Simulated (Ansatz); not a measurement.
The elements of this relaxed trial crystal are hidden behind letters.

```
lattice vectors (Å)
   5.8518    0.0000    0.0000
  -2.9259    5.0678    0.0000
   0.0000    0.0000    6.7974
fractional positions
X 0.0000 0.0000 0.0000
X 0.3333 0.6667 0.5000
Z 0.3333 0.6667 0.0000
Q 0.0000 0.0000 0.5000
```

Level of theory: DFT PBE, scalar-relativistic, plane waves, PAW in Ansatz. The final run on the 4-atom cell used 420 eV, a Γ-centred 12×12×8 mesh, 0.10 eV smearing and no spin polarisation.

| Property | Result |
| --- | --- |
| Space group | P-6m2 (No. 187) |
| Conventional cell | a = 5.852 Å, c = 6.797 Å |
| Volume per atom | 50.40 Å³ |
| Density | 3.93 g/cm³ |
| Energy over the elements | −1.11 eV/atom |
| Gap on the 12×12×8 mesh of the 4-atom cell | 0 eV (a metal) |

Energies are uncorrected and count from the elements' standard states at the same level.

Task: X is an s-block element of period 6, Z is a p-block element of period 5 and Q is a p-block element of period 4. Which elements are they?

Result: X = Ba, Z = Te, Q = As, so the formula is Ba2TeAs. Density times volume gives a mean mass of 3.93 × 50.40/1.6605 = 119.3 u per atom, and this set has 119.3 u. Ba on its first site is surrounded by 3 Te at 3.38 Å and 2 As at 3.40 Å; Te is surrounded by 5 Ba at 3.38–3.40 Å; around As lie 5 Ba at 3.38–3.40 Å; 1 more site not described. Other sets within the hints have nearly the same mass, so mass alone doesn't settle it; this one was computed.

Spin–orbit coupling, which can matter for Te, is left out. An odd number of electrons in the primitive cell allows no gap without spin; a larger cell or a magnetic state could open one. The cell is a metal run without spin; a magnetic state may lie lower. Symmetry constrained the relaxation, so the result can be a saddle point.
